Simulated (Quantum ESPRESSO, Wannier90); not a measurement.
Wannierisation of ZrO₂ (anatase)

```xyz
6
Lattice="0.0000 -4.0152 0.0000 4.0152 0.0000 0.0000 -2.0076 2.0076 5.3459" Properties=species:S:1:pos:R:3 pbc="T T T"
Zr     0.0000     0.0000     0.0000
Zr     0.0000     2.0076     2.6729
O      0.0000     0.0000    -2.1556
O      0.0000     2.0076     0.5174
O      2.0076     0.0000    -0.5174
O      0.0000     0.0000     2.1556
```

Cell from Materials Project (mp-754403), symmetrised, no further relaxation. Not found in the COD (Crystallography Open Database) copy used, which has the formula in other groups; not checked further. Method: PBEsol plane waves in Quantum ESPRESSO 7.5 (PseudoDojo norm-conserving files, 68 Ry, no spin polarisation, no spin-orbit coupling), Bloch states on a 6×6×6 mesh through Γ, Wannier90 4.0.1. Density: 8×8×8 mesh, cold smearing 0.01 Ry.

A tight-binding model is made by disentanglement and projection with no localisation steps (num_iter = 0), so the 22 orbitals stay atom-like: hydrogen-like Zr: d; O: p, axes along x, y, z; frozen window up to 5.37 eV relative to the valence-band maximum. It follows pw.x to 0.4 meV rms for states up to 4.9 eV relative to the valence-band maximum. Matrix elements depend on this choice of orbitals and windows.

### Question
Which pairs of orbitals on different sites are coupled most strongly? Give distance, modulus and how many such pairs a cell has.

### Answer
```csv
orbital,orbital,distance of the centres (Å),modulus (eV),pairs
O pz,Zr dz2,2.18,2.47,4
O px,Zr dx2-y2,2.07,2.06,4
O py,Zr dx2-y2,2.07,2.06,4
O px,Zr dxy,2.07,1.34,4
O py,Zr dxy,2.07,1.34,4
O py,Zr dyz,2.10,1.31,4
O px,Zr dxz,2.10,1.31,4
O py,Zr dyz,2.05,1.27,2
O px,Zr dxz,2.05,1.27,2
O pz,Zr dx2-y2,2.07,1.02,8
O px,Zr dxz,2.26,0.98,2
O py,Zr dyz,2.26,0.98,2
O py,Zr dz2,2.07,0.94,4
O px,Zr dz2,2.07,0.94,4
O pz,Zr dyz,2.09,0.89,4
O pz,Zr dxz,2.09,0.89,4
O pz,Zr dz2,2.07,0.81,8
O px,O pz,2.61,0.45,4
O py,O pz,2.61,0.45,4
O px,Zr dxz,2.05,0.40,4
O py,Zr dyz,2.05,0.40,4
Zr dxz,Zr dxz,3.51,0.33,2
Zr dyz,Zr dyz,3.51,0.33,2
O py,O py,2.59,0.28,2
O px,O px,2.59,0.28,2
O px,O py,3.02,0.27,8
O py,O pz,3.36,0.22,4
O px,O pz,3.36,0.22,4
Zr dxz,Zr dxz,3.18,0.22,2
Zr dyz,Zr dyz,3.18,0.22,2
```
